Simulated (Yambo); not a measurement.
G0W0@PBEsol for GaSe (space group P6_3/mmc, No. 194) in Yambo (3×3×1 mesh, 7 Ry block, plasmon pole, screening fixed), without a terminator:

| bands N in G | gap Γ → Γ (eV) | shift of the valence edge (eV) |
|---|---|---|
| 135 | 1.664 | -0.429 |
| 212 | 1.666 | -0.702 |
| 315 | 1.659 | -0.824 |

Problem. Extrapolate both columns to infinite N with E(N) = E∞ + A/N, test the form, and compare with the terminator.

Solution. From two points, E∞ = (N2 E2 − N1 E1)/(N2 − N1). The two largest N give 1.64 eV for the gap and -1.08 eV for the shift; the two smallest give 1.67 eV and -1.18 eV. For the gap the slopes A are -0.7 and 4.5 eV: the form isn't reached, and its limit is uncertain. For the shift the slopes A are 100 and 79 eV: the form isn't reached, and its limit is uncertain. With the Bruneval-Gonze terminator and 315 bands the run gives 1.66 eV and -0.91 eV, 0.01 eV and 0.17 eV from the extrapolated values: the terminator too is an estimate of the remainder. Block, mesh and the bands in W are held fixed.

The standard potentials for Ga, Se keep a d shell in the valence without the s and p states of that shell. In tests on such compounds this moved G0W0 gaps by up to about 0.9 eV, so absolute quasiparticle energies here are unreliable; differences between settings are what counts.

Spin-orbit coupling is not included.

Geometry relaxed with PBE+D3(BJ); primitive cell a = b = 3.7766 Å, c = 15.9318 Å, α = β = 90.00°, γ = 120.00°.

A shift is the quasiparticle energy of the state minus its PBEsol energy.
